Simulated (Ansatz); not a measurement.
Each is relaxed and computed with r²SCAN in the plane-wave PAW code Ansatz. Which is the only metal?
(A) YSF, P4/nmm (Y on 2c, S on 2c, F on 2a)
(B) Y2TiO5, Pnma (Pearson symbol oP32)
(C) TiNi4GeO8, F-43m (Pearson symbol cF56)
(D) YTiGe, P4/nmm (Y on 2c, Ti on 2a, Ge on 2c)

D, YTiGe, P4/nmm (Y on 2c, Ti on 2a, Ge on 2c). YTiGe: metal; Y2TiO5: gap 3.86 eV (indirect); TiNi4GeO8: gap 2.07 eV (indirect); YSF: gap 1.77 eV (direct). Spin orders computed, not proven ground states: YTiGe, P4/nmm (Y on 2c, Ti on 2a, Ge on 2c) ferrimagnetic; TiNi4GeO8, F-43m (Pearson symbol cF56) ferromagnetic. Standing as an ambient phase not checked: YTiGe, P4/nmm (Y on 2c, Ti on 2a, Ge on 2c); Y2TiO5, Pnma (Pearson symbol oP32); TiNi4GeO8, F-43m (Pearson symbol cF56); YSF, P4/nmm (Y on 2c, S on 2c, F on 2a). All cells were relaxed under the symmetry of their starts (and spin orders); stability against distortions was not tested throughout. Rows with no word on spin ran without spin polarisation. No Hubbard U is applied. Scalar-relativistic: spin–orbit coupling is off unless named, which matters more the heavier the elements.

Potentials: the later of the program's two PAW sets.
